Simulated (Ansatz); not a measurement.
A plane-wave DFT run in Ansatz 0.2.0 (scalar-relativistic PAW potentials unless the input names others): input and command.

```yaml
crystal:
  lattice:
    - [2.4936667083, 0.0, 0.0]
    - [-1.2468333541, 2.1595787179, 0.0]
    - [0.0, 0.0, 4.1274604547]
  atoms:
    - { symbol: B, position: [0.6666666667, 0.3333333333, 0.99956354] }
    - { symbol: B, position: [0.3333333333, 0.6666666667, 0.49956354] }
    - { symbol: "N", position: [0.6666666667, 0.3333333333, 0.62543646] }
    - { symbol: "N", position: [0.3333333333, 0.6666666667, 0.12543646] }
basis:
  ecutwfc: "18.4 Ry"
kpoints:
  mp_grid: { grid: [12, 12, 6] }
hamiltonian:
  xc: lda
scf:
  occupations: { method: fixed }
output:
  forces: true
  eigenvalues: true
  stress: true
```

```bash
ansatz run input.yaml --threads 1 --pin off --max-ram 3072MiB --backend cpu --events-out ev --progress --plain --runs-dir out
```

Abridged log:
```
Warning: basis.ecutwfc = 250.34475346 eV is below the records' recommended 420 eV, and the density's cutoff is lower with it unless basis.ecutrho_ratio is high enough to keep the records' density cutoff: compare with a run at a higher cutoff
Pseudopotentials: kind: paw
Pseudopotential: B, paw, valence charge 3, recommended cutoff 420 eV (normal)
Pseudopotential: N, paw, valence charge 5, recommended cutoff 420 eV (normal)
Functional definition: SPW92
Crystal: 4 atoms, lattice volume = 22.227 Å³
Basis set: ecut = 250.34475346 eV, 197 PW (Γ)
Bands: 12, of which v1, the nominal top of the filled ones, is band 8 counted from 1 (7 counted from 0)
Symmetry: 12 space group operations
Space group: P63mc (ITA 186), of the structure as read, at distance tolerance 2.8e-5 Å
k-points: 76 of 864 (time reversal used)
Initial density: superposition of atomic densities (neutral atoms: chi_scale 0, normalization atom), corrected by the library's trained network
Initial wavefunctions: pseudopotential atomic-orbital guess
Functional: x = slater, c = lda
SCF iter   1: F=—  HF=-1050.458142 eV  |F-HF|=—  |Δ(HF+E_count)|=         —  Δρ=4.34e-2  dr2=1.93e-1  ethr=1.77e-3  ⟨swp⟩=4.1  Hψ=4187  notcnv=0  defer=114
SCF iter   2: F=—  HF=-1050.386630 eV  |F-HF|=—  |Δ(HF+E_count)|=   7.15e-2  Δρ=1.44e-2  dr2=1.78e-2  ethr=1.21e-3  ⟨swp⟩=2.8  Hψ=2231  notcnv=0  defer=147
SCF iter   3: F=—  HF=-1050.383104 eV  |F-HF|=—  |Δ(HF+E_count)|=   3.53e-3  Δρ=7.11e-3  dr2=1.89e-3  ethr=1.11e-4  ⟨swp⟩=2.7  Hψ=1604  notcnv=0  defer=150
SCF iter   4: F=—  HF=-1050.383010 eV  |F-HF|=—  |Δ(HF+E_count)|=   9.41e-5  Δρ=7.78e-4  dr2=1.93e-5  ethr=1.18e-5  ⟨swp⟩=3.0  Hψ=1674  notcnv=0  defer=150
SCF iter   5: F=—  HF=-1050.383019 eV  |F-HF|=—  |Δ(HF+E_count)|=   8.67e-6  Δρ=4.77e-5  dr2=1.08e-7  ethr=1.21e-7  ⟨swp⟩=2.0  Hψ=1514  notcnv=0  defer=7
SCF iter   6: F=-1050.383019 eV  HF=-1050.383019 eV  |F-HF|=1.59e-12  |Δ(HF+E_count)|=   6.06e-8  Δρ=1.84e-6  dr2=2.93e-10  ethr=6.25e-10  ⟨swp⟩=5.6  Hψ=3935  notcnv=0
SCF 1 converged in 6 iterations: F = -1050.383019 eV  dr2 = 2.93e-10
SCF converged after 6 iterations
Free energy (F): -1050.383019 eV
Harris-Foulkes:  -1050.383019 eV  (|F-HF|=1.59e-12)
Internal energy: -1050.383019 eV  (E = F + TS)
E sigma→0 (E₀):  -1050.383019 eV
Fermi energy:    12.123780 eV
--- Forces (eV/Å), atoms counted from 1 ---
  atom   1  B      0.00000000     0.00000000    -0.08380454
  atom   2  B      0.00000000     0.00000000    -0.08380454
  atom   3  N      0.00000000     0.00000000     0.08380626
  atom   4  N      0.00000000     0.00000000     0.08380626
--- Stress (GPa, compression-positive) ---
       31.114313       0.000000       0.000000
        0.000000      31.114313       0.000000
        0.000000       0.000000      32.851267
  P = ⅓ Tr σ = 31.6933 GPa (316.933 kbar)
```

Apart from outputs, empty bands and the relaxation, which only the reference makes, the input differs from a reference run on usual settings in basis.ecutwfc: 420 → "18.4 Ry". The reference, at the same geometry, ended its own course with pressure 15.00 GPa, largest force 0.000 eV/Å, gap on the mesh 4.85 eV. This run converged in 6 SCF iterations with an energy at zero smearing 612 meV/atom above the reference's, pressure 31.69 GPa, largest force 0.084 eV/Å, gap on the mesh 4.93 eV. Its cutoff is looser than usual, and the result moved.

Time: 2.7 s on 1 thread of Intel(R) Xeon(R) Processor @ 2.50GHz (Skylake/Cascade Lake) (shared host), peak memory 0.27 GiB.